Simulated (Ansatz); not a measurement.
Polymorphs of BAs, each relaxed with DFT-PBE in the program Ansatz with PAW potentials:

A: P-6m2
a = 3.1961 Å, b = 3.1961 Å, c = 2.8972 Å, α = 90.00°, β = 90.00°, γ = 120.00°

```tsv
atom	site	symmetry	x	y	z
B	1a	-6m2	0.0000	0.0000	0.0000
As	1f	-6m2	0.6667	0.3333	0.5000
```

B: zinc blende (F-43m)
a = b = c = 4.809 Å, α = β = γ = 90.00°

```csv
atom,site,symmetry,x,y,z
As,4c,-43m,0.2500,0.2500,0.2500
B,4a,-43m,0.0000,0.0000,0.0000
```

Problem. Rank these by energy per atom at 0 K (lowest first), as PBE gives it.

Solution. B (+0 meV/atom), A (+1115 meV/atom)

Problem. Give each one's gap.

Solution. A no gap; B 1.20 eV.

Constructed cells (a structure type filled with these elements, in neither database checked): A. Not the usual ambient phase: A. All cells were relaxed under the symmetry of their starts (and spin orders); stability against distortions was not tested throughout. Spin–orbit coupling is left out wherever it is not named.

Energies hold the estimated change up to a 700 eV cutoff; steps of a few meV lie near the error of the meshes.

Potentials: the later of the program's two PAW sets.
